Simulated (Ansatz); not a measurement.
TiC:
```xyz
4
Lattice="3.6049 0.0000 0.0000 -1.8024 3.1219 0.0000 0.0000 0.0000 4.2851" Properties=species:S:1:pos:R:3 pbc="T T T"
Ti     0.0000     2.0813     1.0713
Ti     1.8024     1.0406     3.2138
C      0.0000     2.0813     3.2138
C      1.8024     1.0406     1.0713
```

Relaxed with r²SCAN.

Task: Map the valence electron density (e/Å³), cut off at 2 on the plane through (0.333, 0.667, 0.250) spanned by u = [1, 1, 0] and v = [1, -1, 0] in lattice vectors, from r²SCAN in the plane-wave PAW code Ansatz.

Result: x is the fraction of u, y of v (the angle between them is 90°; rows are the nearest grid lines); atoms in the plane: Ti at (0.00, 0.00), Ti at (0.50, 0.50), C at (0.00, 0.33), C at (0.50, 0.83).
```
|@@@@+.........+@@@@|
|@@@@=:::::::::=@@@@|
|@@%=:-=*###*=-:=%@@|
|==:::-+#%%%#+-:::==|
|....:-+#%%%#+-:....|
|    .:=*#%#*=:.    |
|    ..:=+*+=:..    |
|     .::-=-::.     |
|      .:---:.      |
|      :=%@%=:      |
|     .+@@@@@+.     |
|.. ..=@@@@@@@=.. ..|
|:...:+@@@@@@@+:...:|
|*++-:-*@@@@@*-:-++*|
|%%*+-::=%@%=::-+*%%|
|%%#+-:..:::..:-+#%%|
|%%#=:.       .:=#%%|
|#*+-:.       .:-+*#|
|+=-:.         .:-=+|
|::..           ..::|
|+=:.           .:=+|
|@@%-.         .-%@@|
|@@@@=.       .=@@@@|
|@@@@+.........+@@@@|
```
Scale: ten equal steps from 0.048 (start of ' ') to 2.00 (end of '@'), in the order ' .:-=+*#%@'; x runs from 0.000 to 1.00, y from 0.000 (bottom) to 1.00 (top).

The density is the valence pseudo-density with augmentation charge, so density and ELF within about 1 Å of a nucleus are not all-electron values.

Space group P6_3/mmc. The start of the workflow was typed in or built on a structure type; neither database checked (COD, Materials Project) lists it. It is not the phase usual at ambient conditions (space group No. 225). The r²SCAN relaxation kept the symmetry of its start; its stability against distortions is not shown here. The run is not spin-polarised. The volume moved by -16 % from the start of the relaxation.

Potentials: the later of the program's two PAW sets.
